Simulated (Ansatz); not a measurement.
BaTe:
```
BaTe
1.0
    0.00000     3.53235     3.53235
    3.53235     0.00000     3.53235
    3.53235     3.53235     0.00000
Ba Te
1 1
Direct
  0.00000   0.00000   0.00000
  0.50000   0.50000   0.50000
```

Relaxed with PBE. Special points in fractions of this cell's reciprocal vectors: Γ (0.000, 0.000, 0.000); X (0.500, 0.000, 0.500); U (0.625, 0.250, 0.625); K (0.375, 0.375, 0.750); L (0.500, 0.500, 0.500); W (0.500, 0.250, 0.750).

Task: List the band energies nearest the valence-band maximum at these points for plane-wave PAW PBE (Ansatz code).

Result: In eV from the valence-band maximum; about four levels below and three above (degenerate sets whole), none deeper than 8.9 eV; points with the same levels are listed once.

```
k                    below                above
-  -----------------------  -------------------
Γ           0.00 0.00 0.00  2.87 3.02 3.02 3.02
X        -1.06 -0.35 -0.35       1.66 4.47 4.60
U        -1.18 -0.99 -0.70       2.64 4.94 5.14
L  -8.77 -2.10 -1.01 -1.01  4.11 4.77 4.91 4.91
W        -1.18 -0.87 -0.87       3.52 3.52 4.81
```

Space group Fm-3m (rock salt). Symmetry was held in the PBE relaxation. Spin–orbit coupling is left out wherever it is not named.

Potentials: the later of the program's two PAW sets.
